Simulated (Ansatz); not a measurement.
## Fields on a plane of PbS (rock salt)

```yaml
crystal:
  lattice:
    - [0.00000, 3.00436, 3.00436]
    - [3.00436, 0.00000, 3.00436]
    - [3.00436, 3.00436, 0.00000]
  atoms:
    - { symbol: S, position: [0.00000, 0.00000, 0.00000] }
    - { symbol: Pb, position: [0.50000, 0.50000, 0.50000] }
```

The slice is a {110} plane (indices of the conventional cell) through the point (0.000, 0.000, 0.000) (fractional), spanned by u = [100] and v = [1 -1 -1] in vectors of this cell: u (4.25 Å) and v (6.01 Å, at 90° to u). It covers one period; positions are fractions (u, v).

Atoms on it: S at (0.00, 0.00); Pb at (0.00, 0.50).

Level of theory: PBE (plane waves to 420 eV, PAW, scalar-relativistic; Ansatz, a first-principles code). k mesh 10×10×10. Inside the PAW spheres the values are not all-electron values, and peaks at nuclei hang on which shells count as valence. PbS was relaxed with its symmetry unable to fall. Spin-orbit coupling is left out, though Pb is heavy.

```
v \ u  0.00  0.18  0.35  0.53  0.71  0.88
-----  ----  ----  ----  ----  ----  ----
0.92    0.0  -0.2  -1.0  -1.4  -0.8   0.0
0.83   -0.3  -0.6  -1.3  -1.6  -1.1  -0.4
0.75   -0.7  -1.0  -1.5  -1.7  -1.3  -0.8
0.67   -0.2  -0.6  -1.4  -1.6  -1.2  -0.4
0.58    0.7   0.0  -1.1  -1.4  -0.8   0.3
0.50    1.0   0.3  -1.0  -1.3  -0.6   0.7
0.42    0.7   0.0  -1.1  -1.4  -0.8   0.3
0.33   -0.2  -0.6  -1.4  -1.6  -1.2  -0.4
0.25   -0.7  -1.0  -1.5  -1.7  -1.3  -0.8
0.17   -0.3  -0.6  -1.3  -1.6  -1.1  -0.4
0.08    0.0  -0.2  -1.0  -1.4  -0.8   0.0
0.00   -3.0   0.0  -0.9  -1.3  -0.6   0.0
```

Values: log₁₀ of the valence density in e/Å³. The scale is logarithmic, as a density can span decades between atoms and voids; values under 0.001 e/Å³ are set to 0.001.

```
|68962111111112698|
|99741111111111479|
|65421111111111245|
|22111111111111112|
|11111111111111111|
|22222111111112222|
|33333221111223333|
|34444321111234444|
|11355422112245531|
|10035432112345300|
|33025432112345203|
|03114432112344113|
|33025432112345203|
|10035432112345300|
|11355422112245531|
|34444321111234444|
|33333221111223333|
|22222111111112222|
|11111111111111111|
|22111111111111112|
|65421111111111245|
|99741111111111479|
|68962111111112698|
|36962111111112696|
```
Scale: ten equal steps from 0.002 (start of '0') to 0.129 (end of '9'), in the order '0123456789'. Values: density of the lowest conduction band (whole band as if filled, smooth part) in e/Å³. The map has 17 points along u (one character each, u = 0 at the left) and 24 along v (v = 0 in the bottom row). 

| Property | Value |
|---|---|
| Element round which the density of the highest valence band (whole band, smooth part) is largest on this plane | S |
